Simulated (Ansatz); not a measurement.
One crystal and one scan (energy against volume) at two levels, PBE-D3(BJ) (plane waves to 420 eV, PAW, scalar-relativistic; Ansatz, a quantum-chemistry and plane-wave program) and r2SCAN+rVV10 (plane waves to 500 eV, PAW, scalar-relativistic; Ansatz), each from its own relaxed cell and on its own mesh. The cell shown is that of PBE-D3(BJ).

As (A7 type, space group R-3m)

```yaml
crystal:
  lattice:
    - [1.89173, 1.09219, 3.36977]
    - [-1.89173, 1.09219, 3.36977]
    - [0.00000, -2.18438, 3.36977]
  atoms:
    - { symbol: As, position: [0.23028, 0.23028, 0.23028] }
    - { symbol: As, position: [0.76972, 0.76972, 0.76972] }
```

The volume is varied about the relaxed value V₀ at fixed cell shape. The atoms relax within the cell's symmetry.

E stands for the smeared free energy. As was relaxed with its symmetry unable to fall. With the shape held, the modulus is that of even scaling; a crystal free to change shape is softer. Percentages come from the unrounded values. Both scans cover V/V₀ from 0.900 to 1.100.

Results of PBE-D3(BJ):

- Lattice constant a (Å) = 3.783
- Lattice constant c (Å) = 10.11
- Relaxed volume (Å³/atom) = 20.89
- Pressure at the smallest volume (GPa) = 7.9
- Energy cost of the largest compression (meV/atom) = 47
- Bulk modulus at fixed cell shape B₀ (third-order Birch-Murnaghan fit) (GPa) = 62.1
- Pressure derivative B₀′ (fit) = 3.5
- Pressure for 5 % compression (fit) (GPa) = 3.5

Q: Estimate the r2SCAN+rVV10 values.

A: 
```
quantity                                                                     r2SCAN+rVV10  PBE-D3(BJ) − r2SCAN+rVV10
---------------------------------------------------------------------------  ------------  -------------------------
Lattice constant a (Å)                                                              3.761            +0.022 (+0.6 %)
Lattice constant c (Å)                                                              10.73             -0.62 (-5.8 %)
Relaxed volume (Å³/atom)                                                            21.91             -1.02 (-4.7 %)
Pressure at the smallest volume (GPa)                                                 6.9               +1.0 (+14 %)
Energy cost of the largest compression (meV/atom)                                      45                  +2 (+6 %)
Bulk modulus at fixed cell shape B₀ (third-order Birch-Murnaghan fit) (GPa)          56.8              +5.3 (+9.4 %)
Pressure derivative B₀′ (fit)                                                         2.9               +0.6 (+20 %)
Pressure for 5 % compression (fit) (GPa)                                              3.1               +0.4 (+11 %)
```

PBE-D3(BJ) gives the higher value for: lattice constant a; pressure at the smallest volume; bulk modulus at fixed cell shape B₀; pressure derivative B₀′; pressure for 5 % compression. PBE-D3(BJ) gives the lower value for: lattice constant c; relaxed volume.

(Under strain, the slope of the energy per volume gives the stress and its curvature an elastic modulus.)
